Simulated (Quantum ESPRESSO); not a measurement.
# AgTa3Sn2Pd2: one run as intended and one with a planted mistake

Simulated, not a measurement. The program is pw.x of Quantum ESPRESSO 7.5 (plane-wave density functional theory). The cell is made up: eight metal atoms on a hexagonal close-packed lattice, with elements, volume, strain and displacements drawn at random and not relaxed, so it may be unstable or far from any real phase. PseudoDojo standard norm-conserving files set the functional (PBE unless stated); there is no spin polarisation or spin-orbit coupling, the Fermi-Dirac width of 0.25 eV means electrons at about 2900 K, and the masses in the input are unused placeholders. The tin pseudopotential is less sure than most, with forces differing by about three percent from a second method on plain tin. Heavy elements are run without spin-orbit coupling, which real alloys of them have. A spin test at this wide smearing found no moment, but such smearing suppresses magnetism that the real alloy may have.

Intended input:

```
&control calculation='scf', pseudo_dir='./dojo.nc.sr.pbe.v0_5.standard.upf', outdir='./o', disk_io='minimal', tprnfor=.true., tstress=.true. /
&system ibrav=0, nat=8, ntyp=4, nbnd=75, ecutwfc=82.02448710, nosym=.true., tot_charge=0,
 occupations='smearing', smearing='fd', degauss=0.0183746611
/
&electrons conv_thr=1.470e-08, electron_maxstep=70, mixing_beta=0.5 /
ATOMIC_SPECIES
Ag 1.0 Ag.upf
Pd 1.0 Pd.upf
Sn 1.0 Sn.upf
Ta 1.0 Ta.upf
CELL_PARAMETERS angstrom
2.976 0.0 4.6888
2.976 0.0 -4.6888
-2.976 5.1546 0.0
ATOMIC_POSITIONS angstrom
Ag 0.0113 0.0244 -0.0105
Ta -1.468 2.5377 -0.0392
Sn 2.9069 1.767 -2.3876
Ta 1.4809 4.3134 -2.4076
Pd 2.959 -0.0438 0.0243
Pd 1.4601 2.5297 0.0555
Ta 2.8764 1.7181 2.3102
Sn 1.507 4.1956 2.3767
K_POINTS automatic
5 5 5 1 1 1
```

The log is shortened where brackets say so; the opening notice, blank lines, dates and the lines on written files are dropped, and the path of the files is cut. It prints rydbergs, bohrs and kilobars, and counts compression as positive stress. Its total energy is the free energy E - TS of the whole cell.

Log of the intended run:

```
     Program PWSCF v.7.5
     Parallel version (MPI & OpenMP), running on       4 processor cores
     Number of MPI processes:                 4
     Threads/MPI process:                     1
     [start-up lines left out]
     bravais-lattice index     =            0
     lattice parameter (alat)  =      10.4946  a.u.
     unit-cell volume          =     970.7697 (a.u.)^3
     number of atoms/cell      =            8
     number of atomic types    =            4
     number of electrons       =       122.00
     number of Kohn-Sham states=           75
     kinetic-energy cutoff     =      82.0245  Ry
     charge density cutoff     =     328.0979  Ry
     scf convergence threshold =      1.5E-08
     mixing beta               =       0.5000
     number of iterations used =            8  plain     mixing
     Exchange-correlation= PBE
                           (   1   4   3   4   0   0   0)
     [axes and pseudopotential details left out]
   Cartesian axes
     site n.     atom                  positions (alat units)
         1        Ag     tau(   1) = (   0.0020348   0.0043936  -0.0018907  )
         2        Ta     tau(   2) = (  -0.2643376   0.4569546  -0.0070586  )
         3        Sn     tau(   3) = (   0.5234352   0.3181774  -0.4299267  )
         4        Ta     tau(   4) = (   0.2666604   0.7766986  -0.4335280  )
         5        Pd     tau(   5) = (   0.5328166  -0.0078869   0.0043756  )
         6        Pd     tau(   6) = (   0.2629150   0.4555141   0.0099937  )
         7        Ta     tau(   7) = (   0.5179431   0.3093722   0.4159895  )
         8        Sn     tau(   8) = (   0.2713601   0.7554868   0.4279639  )
     number of k points=    63  Fermi-Dirac smearing, width (Ry)=  0.0184
                       cart. coord. in units 2pi/alat
        k(    1) = (   0.1866097   0.2154776   0.0000000), wk =   0.0320000
        k(    2) = (   0.1866097   0.4309553   0.0000000), wk =   0.0320000
     [further k points left out]
     Dense  grid:    97439 G-vectors     FFT dimensions: (  64,  64,  72)
     Estimated max dynamical RAM per process >     412.12 MB
     Estimated total dynamical RAM >       1.54 GB
     Initial potential from superposition of free atoms
     starting charge     121.9934, renormalised to     122.0000
     Starting wfcs are   76 randomized atomic wfcs
     total cpu time spent up to now is       11.6 secs
     per-process dynamical memory:   336.5 Mb
     Self-consistent Calculation
     iteration #  1     ecut=    82.02 Ry     beta= 0.50
     Davidson diagonalization with overlap
     ethr =  1.00E-02,  avg # of iterations =  4.9
     total cpu time spent up to now is       40.6 secs
     total energy              =   -1550.41590677 Ry
     estimated scf accuracy    <      11.80063892 Ry
     iteration #  2     ecut=    82.02 Ry     beta= 0.50
     Davidson diagonalization with overlap
     ethr =  9.67E-03,  avg # of iterations =  3.0
     total cpu time spent up to now is       68.8 secs
     total energy              =   -1556.29348540 Ry
     estimated scf accuracy    <      28.75395914 Ry
     [iterations 3 to 15 left out]
     iteration # 16     ecut=    82.02 Ry     beta= 0.50
     Davidson diagonalization with overlap
     ethr =  1.67E-11,  avg # of iterations =  2.3
     total cpu time spent up to now is      399.2 secs
     total energy              =   -1557.82905646 Ry
     estimated scf accuracy    <       0.00000002 Ry
     iteration # 17     ecut=    82.02 Ry     beta= 0.50
     Davidson diagonalization with overlap
     ethr =  1.67E-11,  avg # of iterations =  1.2
     total cpu time spent up to now is      420.4 secs
     End of self-consistent calculation
     [lines on levels left out]
!    total energy              =   -1557.82905646 Ry
     estimated scf accuracy    <          9.0E-10 Ry
     smearing contrib. (-TS)   =      -0.09446197 Ry
     internal energy E=F+TS    =   -1557.73459449 Ry
     The total energy is F=E-TS. E is the sum of the following terms:
     one-electron contribution =    -458.88836393 Ry
     hartree contribution      =     305.41708963 Ry
     xc contribution           =    -308.22792269 Ry
     ewald contribution        =   -1096.03539751 Ry
     convergence has been achieved in  17 iterations
     Forces acting on atoms (cartesian axes, Ry/au):
     atom    1 type  1   force =    -0.00700265   -0.01192820   -0.00767278
     atom    2 type  4   force =    -0.01838471   -0.00287038    0.01452889
     atom    3 type  3   force =    -0.00763303   -0.03693791    0.02693728
     atom    4 type  4   force =    -0.00213511   -0.02270788    0.02518816
     atom    5 type  2   force =     0.00533980    0.00281646    0.00205912
     atom    6 type  2   force =     0.00224284    0.00991661   -0.03273877
     atom    7 type  4   force =     0.03432025   -0.00022616   -0.00084275
     atom    8 type  3   force =    -0.00674738    0.06193746   -0.02745915
     Total force =     0.105550     Total SCF correction =     0.000070
     Computing stress (Cartesian axis) and pressure
          total   stress  (Ry/bohr**3)                   (kbar)     P=       42.72
   0.00015037  -0.00000079   0.00011867           22.12       -0.12       17.46
  -0.00000079   0.00027332  -0.00011910           -0.12       40.21      -17.52
   0.00011867  -0.00011910   0.00044750           17.46      -17.52       65.83
     init_run     :      9.82s CPU     10.24s WALL (       1 calls)
     electrons    :    398.88s CPU    408.85s WALL (       1 calls)
     forces       :      2.92s CPU      2.96s WALL (       1 calls)
     stress       :      9.96s CPU      9.96s WALL (       1 calls)
     [timing details left out]
     PWSCF        :   7m 2.95s CPU   7m13.47s WALL
     JOB DONE.
```

A second run has one planted mistake: two atoms have their elements exchanged. The input lines that differ:

```
- Ta -1.468 2.5377 -0.0392
+ Pd -1.468 2.5377 -0.0392
- Pd 2.959 -0.0438 0.0243
+ Ta 2.959 -0.0438 0.0243
```

Its log:

```
     Program PWSCF v.7.5
     Parallel version (MPI & OpenMP), running on       4 processor cores
     Number of MPI processes:                 4
     Threads/MPI process:                     1
     [start-up lines left out]
     bravais-lattice index     =            0
     lattice parameter (alat)  =      10.4946  a.u.
     unit-cell volume          =     970.7697 (a.u.)^3
     number of atoms/cell      =            8
     number of atomic types    =            4
     number of electrons       =       122.00
     number of Kohn-Sham states=           75
     kinetic-energy cutoff     =      82.0245  Ry
     charge density cutoff     =     328.0979  Ry
     scf convergence threshold =      1.5E-08
     mixing beta               =       0.5000
     number of iterations used =            8  plain     mixing
     Exchange-correlation= PBE
                           (   1   4   3   4   0   0   0)
     [axes and pseudopotential details left out]
   Cartesian axes
     site n.     atom                  positions (alat units)
         1        Ag     tau(   1) = (   0.0020348   0.0043936  -0.0018907  )
         2        Pd     tau(   2) = (  -0.2643376   0.4569546  -0.0070586  )
         3        Sn     tau(   3) = (   0.5234352   0.3181774  -0.4299267  )
         4        Ta     tau(   4) = (   0.2666604   0.7766986  -0.4335280  )
         5        Ta     tau(   5) = (   0.5328166  -0.0078869   0.0043756  )
         6        Pd     tau(   6) = (   0.2629150   0.4555141   0.0099937  )
         7        Ta     tau(   7) = (   0.5179431   0.3093722   0.4159895  )
         8        Sn     tau(   8) = (   0.2713601   0.7554868   0.4279639  )
     number of k points=    63  Fermi-Dirac smearing, width (Ry)=  0.0184
                       cart. coord. in units 2pi/alat
        k(    1) = (   0.1866097   0.2154776   0.0000000), wk =   0.0320000
        k(    2) = (   0.1866097   0.4309553   0.0000000), wk =   0.0320000
     [further k points left out]
     Dense  grid:    97439 G-vectors     FFT dimensions: (  64,  64,  72)
     Estimated max dynamical RAM per process >     412.12 MB
     Estimated total dynamical RAM >       1.54 GB
     Initial potential from superposition of free atoms
     starting charge     121.9934, renormalised to     122.0000
     Starting wfcs are   76 randomized atomic wfcs
     total cpu time spent up to now is       11.6 secs
     per-process dynamical memory:   326.7 Mb
     Self-consistent Calculation
     iteration #  1     ecut=    82.02 Ry     beta= 0.50
     Davidson diagonalization with overlap
     ethr =  1.00E-02,  avg # of iterations =  5.0
     total cpu time spent up to now is       40.0 secs
     total energy              =   -1550.66280709 Ry
     estimated scf accuracy    <      11.43684835 Ry
     iteration #  2     ecut=    82.02 Ry     beta= 0.50
     Davidson diagonalization with overlap
     ethr =  9.37E-03,  avg # of iterations =  3.0
     total cpu time spent up to now is       68.2 secs
     total energy              =   -1556.15267761 Ry
     estimated scf accuracy    <      29.50880671 Ry
     [iterations 3 to 14 left out]
     iteration # 15     ecut=    82.02 Ry     beta= 0.50
     Davidson diagonalization with overlap
     ethr =  5.01E-11,  avg # of iterations =  3.7
     total cpu time spent up to now is      417.6 secs
     total energy              =   -1557.83485373 Ry
     estimated scf accuracy    <       0.00000013 Ry
     iteration # 16     ecut=    82.02 Ry     beta= 0.50
     Davidson diagonalization with overlap
     ethr =  5.01E-11,  avg # of iterations =  2.0
     total cpu time spent up to now is      448.3 secs
     End of self-consistent calculation
     [lines on levels left out]
!    total energy              =   -1557.83485374 Ry
     estimated scf accuracy    <          9.5E-09 Ry
     smearing contrib. (-TS)   =      -0.09407233 Ry
     internal energy E=F+TS    =   -1557.74078141 Ry
     The total energy is F=E-TS. E is the sum of the following terms:
     one-electron contribution =    -460.98668761 Ry
     hartree contribution      =     306.46349801 Ry
     xc contribution           =    -308.22017113 Ry
     ewald contribution        =   -1094.99742068 Ry
     convergence has been achieved in  16 iterations
     Forces acting on atoms (cartesian axes, Ry/au):
     atom    1 type  1   force =    -0.01119614   -0.01305947   -0.01473386
     atom    2 type  2   force =    -0.01362441   -0.00236766    0.01649146
     atom    3 type  3   force =    -0.01489213   -0.01717614    0.01515796
     atom    4 type  4   force =    -0.00760606    0.02296981    0.02434349
     atom    5 type  4   force =     0.01364923    0.00320754   -0.00765782
     atom    6 type  2   force =     0.00455222    0.01080878   -0.02050143
     atom    7 type  4   force =     0.04207518   -0.04114397    0.00223816
     atom    8 type  3   force =    -0.01295789    0.03676112   -0.01533796
     Total force =     0.094534     Total SCF correction =     0.000268
     Computing stress (Cartesian axis) and pressure
          total   stress  (Ry/bohr**3)                   (kbar)     P=       39.13
   0.00018578   0.00001999   0.00011991           27.33        2.94       17.64
   0.00001999   0.00021236  -0.00002810            2.94       31.24       -4.13
   0.00011991  -0.00002810   0.00039977           17.64       -4.13       58.81
     init_run     :      9.91s CPU     10.40s WALL (       1 calls)
     electrons    :    426.72s CPU    436.77s WALL (       1 calls)
     forces       :      3.54s CPU      3.54s WALL (       1 calls)
     stress       :     12.20s CPU     12.20s WALL (       1 calls)
     [timing details left out]
     PWSCF        :   7m33.61s CPU   7m44.26s WALL
     JOB DONE.
```

```
                                            intended run  run with the mistake
                          free energy (eV)    -21195.344            -21195.423
         entropy term -TS, part of it (eV)        -1.285                -1.280
                            pressure (GPa)          4.27                  3.91
size of the largest force component (eV/Å)         1.592                 1.082
largest change of a force component (eV/Å)                               1.174
                                iterations            17                    16
```

For scale, a rerun of the intended cell at a higher cutoff and on a denser mesh moved values by no more than 0.004 eV in energy, 0.03 GPa in stress and 0.003 eV/Å in force, and a second program with other atomic files agreed on that cell to 2 % rms in force and 0.5 GPa in pressure.